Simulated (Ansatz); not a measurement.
# Competing collinear orders in Ni (Fm-3m)

The geometry is a structure as deposited in COD, repeated to hold the magnetic orders, held fixed and not relaxed.

Settings: LDA, 9×9×9 k mesh, Fermi–Dirac smearing of 0.1 eV. PAW means Ansatz 0.2.0 on its default frozen-core files; AE-PAW is all-electron PAW in Ansatz 0.2.0 on datasets made for the crystal. Site moments are integrated in spheres about the atoms, whose radii differ between the methods.

The first input and its command:

```yaml
crystal:
  lattice:
    - [3.52387, 0.0, 0.0]
    - [0.0, 3.52387, 0.0]
    - [0.0, 0.0, 3.52387]
  atoms:
    - { symbol: Ni, position: [0.0, 0.0, 0.0], spin: 1.5 }
    - { symbol: Ni, position: [0.5, 0.5, 0.0], spin: 1.5 }
    - { symbol: Ni, position: [0.5, 0.0, 0.5], spin: 1.5 }
    - { symbol: Ni, position: [0.0, 0.5, 0.5], spin: 1.5 }
magnetization:
  spin_polarized: true
kpoints:
  mp_grid: { grid: [9, 9, 9] }
scf:
  occupations: { method: fermi_dirac, width: 0.1 }
  lower_state_search: "off"
hamiltonian:
  xc: lda
  pseudopotentials: { kind: paw }
output:
  forces: true
  stress: true
  eigenvalues: true
  populations: true
```

Command: `ansatz run input.yaml --threads 2 --pin off --max-ram 6144MiB --backend cpu --events-out ev --progress --plain --runs-dir out`

The input for «start Ni1↑ Ni2↑ Ni3↓ Ni4↓» by PAW differs from it in these lines, output keys apart:

```diff
-    - { symbol: Ni, position: [0.0, 0.0, 0.0], spin: 1.5 }
-    - { symbol: Ni, position: [0.5, 0.5, 0.0], spin: 1.5 }
-    - { symbol: Ni, position: [0.5, 0.0, 0.5], spin: 1.5 }
-    - { symbol: Ni, position: [0.0, 0.5, 0.5], spin: 1.5 }
+    - { symbol: Ni, position: [0.0, 0.0, 0.0], spin: 0.6 }
+    - { symbol: Ni, position: [0.5, 0.5, 0.0], spin: 0.6 }
+    - { symbol: Ni, position: [0.5, 0.0, 0.5], spin: -0.6 }
+    - { symbol: Ni, position: [0.0, 0.5, 0.5], spin: -0.6 }
```

Energies count from the run that starts all moments parallel. Patterns list the atoms that start with 0.5 μB or more.

```csv
start,ΔF PAW (meV/atom),ΔF AE-PAW (meV/atom),"largest moment, PAW (μB)","M, PAW (μB/cell)","order at the end, PAW","P, PAW (GPa)"
"Ni1↑, Ni2↑, Ni3↑, Ni4↑",0.0,0.0,0.62,2.39,kept,-17.6
"Ni1↑, Ni2↑, Ni3↑, Ni4↓",0.0,0.0,0.62,2.39,changed,-17.6
"Ni1↑, Ni2↑, Ni3↓, Ni4↓",+26.5,+26.4,0.00,0.00,moments lost,-18.3
no spin polarisation,+26.5,–,0.00,0.00,–,-18.3
```

The lowest of these ends as follows. Site moments (μB): Ni1 0.62, Ni2 0.62, Ni3 0.62, Ni4 0.62. Cell moment 2.39 μB. Orders of other supercells weren't tried and can lie lower.

The start Ni1↑, Ni2↑, Ni3↑, Ni4↓ ends so. Site moments (μB): Ni1 0.62, Ni2 0.62, Ni3 0.62, Ni4 0.62. Cell moment 2.39 μB.

The PAW files were made with PBE; the program remakes their cores once for the run's functional and then keeps them frozen. The Ansatz runs typed with the search for lower states off end where their start leads. None of this fixes the real material's magnetic order: only patterns that fit the cell were computed, at zero temperature, with a functional that can overstate moments.
